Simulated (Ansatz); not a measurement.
NaTlS2 as one 4-atom ordering (P-4m2) on the zincblende lattice at its r2SCAN geometry, run in the plane-wave code Ansatz at 4 levels of theory. All values are calculated for a non-magnetic cell, which may be hypothetical.

The LDA input:
```yaml
crystal:
  lattice:
    - [4.1044901769, 0.0, 0.0]
    - [0.0, 4.1044901769, 0.0]
    - [0.0, 0.0, 6.63893527]
  atoms:
    - { symbol: Na, position: [0.0, 0.0, 0.0] }
    - { symbol: S, position: [0.0, 0.5, 0.2708669251] }
    - { symbol: Tl, position: [0.5, 0.5, 0.5] }
    - { symbol: S, position: [0.5, 0.0, 0.7291330749] }
kpoints:
  mp_grid: { grid: [6, 6, 4] }
  band_path:
    path:
      - [0.0, 0.0, 0.0]
      - [0.0, 0.5, 0.0]
      - [0.5, 0.5, 0.0]
      - [0.0, 0.0, 0.5]
      - [0.0, 0.5, 0.5]
      - [0.5, 0.5, 0.5]
    npoints: 1
hamiltonian:
  xc: lda
scf:
  occupations: { method: fixed }
  n_extra_bands: 5
output:
  forces: true
  stress: true
  eigenvalues: true
```

Main results, then, where recorded, the levels near the gap in eV from the Fermi energy (columns number the bands from 0), one row a point of the path (Γ, X, M, Z, R, A):
```
Crystal: 4 atoms, lattice volume = 111.845 Å³
Symmetry: 8 space group operations
Space group: P-4m2 (ITA 115)
```
```
Basis set: ecut = 420 eV, 2167 PW (Γ)
k-points: 30 of 144 (time reversal used)
SCF converged after 7 iterations
Free energy (F): -14354.312826 eV
Fermi energy:    3.101373 eV
--- Forces (eV/Å), atoms counted from 1 ---
  atom   1  Na      0.00000      0.00000      0.00000
  atom   2  S       0.00000      0.00000      0.12411
  atom   3  Tl      0.00000      0.00000      0.00000
  atom   4  S       0.00000      0.00000    -0.12411
--- Stress (GPa, compression-positive) ---
       -1.947956       0.000000       0.000000
        0.000000      -1.947956       0.000000
        0.000000       0.000000      -2.088400
  P = ⅓ Tr σ = -1.9948 GPa (-19.948 kbar)
```
```tsv
band_13	band_14	band_15	band_16	band_17	band_18	band_19
-1.409	-0.434	0.000	0.000	0.595	3.348	5.176
-1.600	-1.313	-0.964	-0.053	2.050	5.610	5.660
-1.702	-1.702	-1.571	-0.907	2.267	3.782	3.782
-1.343	-1.340	-0.111	-0.111	1.771	3.342	5.658
-1.112	-0.949	-0.711	-0.053	1.325	4.786	6.080
-1.796	-1.796	-1.272	-1.264	2.994	4.748	4.748
```

The LDA gap is direct at Γ: 0.60 eV.

Problem. Another run on the same cell gave
```
Basis set: ecut = 420 eV, 2167 PW (Γ)
k-points: 30 of 144 (time reversal used)
SCF converged after 9 iterations
Free energy (F): -14772.687827 eV
Fermi energy:    3.774755 eV
--- Forces (eV/Å), atoms counted from 1 ---
  atom   1  Na      0.00000      0.00000      0.00000
  atom   2  S       0.00000      0.00000    -0.06775
  atom   3  Tl      0.00000      0.00000      0.00000
  atom   4  S       0.00000      0.00000      0.06775
--- Stress (GPa, compression-positive) ---
        0.999393       0.000000       0.000000
        0.000000       0.999393       0.000000
        0.000000       0.000000       0.962173
  P = ⅓ Tr σ = 0.9870 GPa (9.870 kbar)
```
```tsv
band_26	band_27	band_28	band_29	band_30	band_31	band_32	band_33	band_34	band_35	band_36	band_37	band_38	band_39
-1.726	-1.726	-0.854	-0.854	-0.439	-0.439	-0.424	-0.424	0.387	0.387	3.087	3.087	5.052	5.052
-1.981	-1.981	-1.688	-1.688	-1.364	-1.364	-0.494	-0.494	1.759	1.759	5.050	5.050	5.626	5.626
-2.172	-2.172	-2.001	-2.001	-1.941	-1.941	-1.320	-1.320	2.008	2.008	3.490	3.490	3.729	3.729
-1.679	-1.679	-1.658	-1.658	-0.542	-0.542	-0.530	-0.530	1.477	1.477	3.070	3.070	5.566	5.566
-1.563	-1.563	-1.331	-1.331	-1.118	-1.118	-0.493	-0.493	1.087	1.087	4.530	4.530	5.561	5.561
-2.267	-2.267	-2.084	-2.084	-1.657	-1.657	-1.655	-1.655	2.691	2.691	4.385	4.385	4.654	4.654
```
Which level of theory and mesh gave it?

Solution. It is PBE+SOC, on 6×6×4; the blocks that differ from the first input, but for the band path:
```yaml
hamiltonian:
  xc: pbe
scf:
  occupations: { method: fermi_dirac, width: 0.02 }
  n_extra_bands: 10
magnetization:
  noncollinear: true
  spin_orbit: true
```
PBE+SOC gives a direct gap of 0.81 eV at Γ. With the atoms held, the mean pressure is +0.99 GPa (compression positive).

Problem. Another run on the same cell gave
```
Basis set: ecut = 500 eV, 2857 PW (Γ)
k-points: 30 of 144 (time reversal used)
SCF converged after 7 iterations
Free energy (F): -14761.523063 eV
Fermi energy:    3.050278 eV
--- Forces (eV/Å), atoms counted from 1 ---
  atom   1  Na      0.00000      0.00000      0.00000
  atom   2  S       0.00000      0.00000      0.00141
  atom   3  Tl      0.00000      0.00000      0.00000
  atom   4  S       0.00000      0.00000    -0.00141
--- Stress (GPa, compression-positive) ---
       -0.014726       0.000000       0.000000
        0.000000      -0.014726       0.000000
        0.000000       0.000000       0.021514
  P = ⅓ Tr σ = -0.0026 GPa (-0.026 kbar)
```
```tsv
band_13	band_14	band_15	band_16	band_17	band_18	band_19
-1.397	-0.421	0.000	0.000	1.084	3.962	5.936
-1.553	-1.263	-0.936	-0.069	2.485	6.317	6.358
-1.686	-1.686	-1.547	-0.922	2.688	4.364	4.364
-1.331	-1.258	-0.106	-0.106	2.157	3.996	6.365
-1.083	-0.922	-0.714	-0.068	1.779	5.623	6.744
-1.770	-1.770	-1.279	-1.238	3.413	5.312	5.312
```
Which level of theory and mesh gave it?

Solution. It is r2SCAN, on 6×6×4; the blocks that differ from the first input, but for the band path:
```yaml
hamiltonian:
  xc: r2scan
```
The r2SCAN gap is direct at Γ: 1.08 eV. The mean stress is close to zero (0.00 GPa).

HSE06. Against the first input these blocks differ (the band path and keys that only write files left aside):
```yaml
kpoints:
  mp_grid: { grid: [4, 4, 4] }
hamiltonian:
  xc: hse06
```

```
Basis set: ecut = 420 eV, 2167 PW (Γ)
k-points: 18 of 64 (time reversal used)
Exchange kernel: α = 0.2500, screened, ω = 0.2079 Å⁻¹, Wigner–Seitz truncation, v(0) = 1040.2618 eV·Å³, q-mesh 4×4×4
hybrid outer 1: dexx = +1.094e-2 eV, tail = 1.37e-5 eV
hybrid outer 2: dexx = +1.540e-7 eV, tail = 4.59e-9 eV, Δε = 2.42e-3 eV, ΔF = 3.49e-3 eV/Å
hybrid SCF converged: 2 outer / 10 inner (+4 warm-up)
Free energy (F): -14741.686893 eV
Fermi energy:    2.652055 eV
--- Forces (eV/Å), atoms counted from 1 ---
  atom   1  Na      0.00000      0.00000      0.00000
  atom   2  S       0.00000      0.00000      0.16794
  atom   3  Tl      0.00000      0.00000      0.00000
  atom   4  S       0.00000      0.00000    -0.16794
--- Stress (GPa, compression-positive) ---
       -0.217597       0.000000       0.000000
        0.000000      -0.217597       0.000000
        0.000000       0.000000      -0.440351
  P = ⅓ Tr σ = -0.2918 GPa (-2.918 kbar)
```
```tsv
band_13	band_14	band_15	band_16	band_17	band_18	band_19
-1.394	-0.353	0.000	0.000	1.696	4.558	6.548
-1.522	-1.335	-0.840	-0.144	3.215	6.958	6.989
-1.719	-1.699	-1.699	-1.040	3.444	5.000	5.000
-1.317	-1.233	-0.119	-0.119	2.855	4.558	7.003
-1.040	-0.827	-0.748	-0.144	2.458	6.154	7.405
-1.782	-1.782	-1.424	-1.387	4.238	5.985	5.985
```

HSE06 gives a direct gap of 1.70 eV at Γ. The mean stress, -0.3 GPa, is small, and the program warns that its thresholds are loose for a hybrid's stress.

Small level splittings and stresses of the hybrids carry the error of their coarser meshes.

Totals of different functionals, or with and without spin-orbit coupling, can't be compared.

Only the levels marked +SOC include spin-orbit coupling.

The meshes of the hybrids are coarse, so their gaps aren't converged to the digits shown.
